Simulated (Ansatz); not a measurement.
# Li$_{5}$Sn$_{2}$: pressure against volume

A database entry relaxed whole under r2SCAN (R-3m):

```yaml
crystal:
  lattice:
    - [2.35631, 1.36042, 6.56866]
    - [-2.35631, 1.36042, 6.56866]
    - [0.00000, -2.72084, 6.56866]
  atoms:
    - { symbol: Li, position: [0.50000, 0.50000, 0.50000] }
    - { symbol: Li, position: [0.21352, 0.21352, 0.21352] }
    - { symbol: Li, position: [0.78648, 0.78648, 0.78648] }
    - { symbol: Li, position: [0.35442, 0.35442, 0.35442] }
    - { symbol: Li, position: [0.64558, 0.64558, 0.64558] }
    - { symbol: Sn, position: [0.07314, 0.07314, 0.07314] }
    - { symbol: Sn, position: [0.92686, 0.92686, 0.92686] }
```

The cell was scaled uniformly, its shape held, and the atoms relaxed at each volume with plane-wave PAW DFT (Ansatz 0.2.0; r2SCAN, 500 eV, 8×8×8 Γ-centred mesh, fermi-dirac occupations of width 0.100 eV; no spin, no spin-orbit coupling). One row is withheld.

| volume (Å³/atom) | energy over the lowest (meV/atom) | pressure (GPa) |
| --- | --- | --- |
| 16.965 | 7.0 | 2.21 |
| 17.326 | 3.0 | 1.40 |
| 17.687 | 0.7 | 0.67 |
| 18.048 | 0.0 | 0.00 |
| 18.409 | 0.7 | -0.60 |
| 18.770 | ? | ? |
| 19.131 | 5.9 | -1.63 |

Q: Fit the pressures of the other rows to the third-order Birch-Murnaghan form.

A: With f = [(V₀/V)^(2/3) − 1]/2 and P = 3B₀f(1 + 2f)^(5/2)[1 + 3(B₀′ − 4)f/2], least squares gives V₀ = 18.05 Å³ an atom, B₀ = 31.5 GPa and B₀′ = 4.0; the rows miss the fit by less than 0.01 GPa. The slope of the energies differs from these pressures by less than 0.05 GPa.

Q: What does the withheld row hold?

A: The fit gives -1.14 GPa at 18.770 Å³; the run gave -1.14 GPa and 2.8 meV an atom.

Caveats: the shape of the cell was held, so B₀ is an upper bound where the axes differ in stiffness; 0 K, fixed nuclei; the symmetry was kept, and this need not be the phase that is stable at 0 K; one mesh for all volumes; pressure is positive in compression.
